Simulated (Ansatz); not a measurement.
## Molecular dynamics of CdPt

Method: PBEsol, scalar-relativistic; no spin polarisation; PAW, 420 eV, Γ-centred 3×3×4 mesh, 0.05 eV Gaussian smearing; code Ansatz; PAW files: Ansatz's generated set soft_2.

The chain of runs began from a structure of the Materials Project database, expanded in volume; all values here are this work's own. Such entries can be computed or ordered models and not known phases.

A 2×2×1 supercell of the relaxed crystal (8 atoms) starts from its ideal positions with Maxwell–Boltzmann velocities for 600 K; NVE (no thermostat), time step 3.0 fs.

```xyz
8
Lattice="5.858 0.000 0.000 0.000 5.858 0.000 0.000 0.000 3.872" Properties=species:S:1:pos:R:3 pbc="T T T"
Cd    2.929    0.000    0.000
Pt    1.464    1.464    1.936
Cd    2.929    2.929    0.000
Pt    1.464    4.393    1.936
Cd    5.858    0.000    0.000
Pt    4.393    1.464    1.936
Cd    5.858    2.929    0.000
Pt    4.393    4.393    1.936
```

Q: How do temperature, potential energy and pressure develop over the first steps?

A: Kinetic energy flows into the lattice: the temperature goes from 600 K to a minimum of 92 K at 72 fs and stands at 134 K after 90 fs, with the potential energy 53 meV/atom over the start. All atoms start at the bottom of their wells, so equipartition hands about half of the kinetic energy to the potential: the mean over the second half of the steps is 127 K against 300 K for an even split. The run is far too short for thermal averages. The temperature counts 3N − 3 degrees of freedom, and the pressure holds the kinetic part.

| t (fs) | T (K) | E_pot − E_pot(0) (meV/atom) | P (GPa) | rms shift (Å) | drift of the conserved energy (meV/atom) |
| --- | --- | --- | --- | --- | --- |
| 0.0 | 600 | 0.0 | 0.27 | 0.000 | 0.00 |
| 9.0 | 577 | 2.6 | 0.38 | 0.027 | 0.00 |
| 18.0 | 512 | 10.0 | 0.68 | 0.054 | 0.02 |
| 27.0 | 419 | 20.5 | 1.12 | 0.078 | 0.03 |
| 36.0 | 316 | 32.2 | 1.60 | 0.099 | 0.04 |
| 45.0 | 220 | 43.0 | 2.02 | 0.117 | 0.06 |
| 54.0 | 147 | 51.3 | 2.34 | 0.131 | 0.06 |
| 63.0 | 104 | 56.2 | 2.53 | 0.141 | 0.06 |
| 72.0 | 92 | 57.5 | 2.59 | 0.147 | 0.06 |
| 81.0 | 105 | 56.0 | 2.53 | 0.149 | 0.05 |
| 90.0 | 134 | 52.7 | 2.40 | 0.148 | 0.04 |

Positions (Å) and forces (eV/Å) at t = 81.0 fs:

```xyz
8
Lattice="5.858 0.000 0.000 0.000 5.858 0.000 0.000 0.000 3.872" Properties=species:S:1:pos:R:3:forces:R:3 pbc="T T T"
Cd    2.779    0.056    0.009    0.554   -0.212   -0.009
Pt    1.505    1.489    1.959   -0.169   -0.215   -0.102
Cd    3.145    2.934   -0.013   -0.810   -0.220    0.045
Pt    1.466    4.302    1.936   -0.187    0.720   -0.027
Cd    5.805   -0.055   -0.079   -0.087   -0.007    0.529
Pt    4.432    1.458    2.005    0.095    0.051   -0.740
Cd    6.029    2.926    0.038   -0.827   -0.190   -0.145
Pt    4.205    4.465    1.870    1.431    0.073    0.449
```

Scalar-relativistic only: spin–orbit splittings of the heavy atoms' levels are missing. The k-mesh is coarse, so small energy differences aren't converged.
